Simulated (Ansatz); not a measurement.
Space group Fm-3m (No. 225). a = 4.116 Å, b = 4.116 Å, c = 4.116 Å, α = 90.00°, β = 90.00°, γ = 90.00°
```json
{"atom": "Ni", "site": "4a", "symmetry": "m-3m", "x": "0.0000", "y": "0.0000", "z": "0.0000"}
{"atom": "O", "site": "4b", "symmetry": "m-3m", "x": "0.5000", "y": "0.0000", "z": "0.0000"}
```

Equation of state of this NiO structure (not necessarily the ground state), with shape and atoms relaxed at each volume where symmetry leaves them free. It has no gap at any of these volumes. Theory: Ansatz 0.2.0, DFT PBEsol, scalar-relativistic, plane waves, PAW.

Plane waves to 420 eV, a k mesh through Γ of 18×18×18 on the computed 2-atom cell and Gaussian smearing (0.10 eV); collinear spin.

```json
{"V (Å³/atom)": "8.194", "E − E(largest V) (meV/atom)": "2.52", "P (GPa)": "11.86"}
{"V (Å³/atom)": "8.456", "E − E(largest V) (meV/atom)": "-11.99", "P (GPa)": "4.85"}
{"V (Å³/atom)": "8.717", "E − E(largest V) (meV/atom)": "-16.39", "P (GPa)": "0.00"}
{"V (Å³/atom)": "8.979", "E − E(largest V) (meV/atom)": "-11.98", "P (GPa)": "-5.21"}
{"V (Å³/atom)": "9.240", "E − E(largest V) (meV/atom)": "0.00", "P (GPa)": "-9.67"}
```

Problem. Fit a third-order Birch–Murnaghan equation to E(V).

Solution. V0 = 8.71 Å³/atom, B0 = 179 GPa, B0' = 3.8.

The cell holds one magnetic atom, so it can only be ferromagnetic; an antiferromagnetic order may lie lower.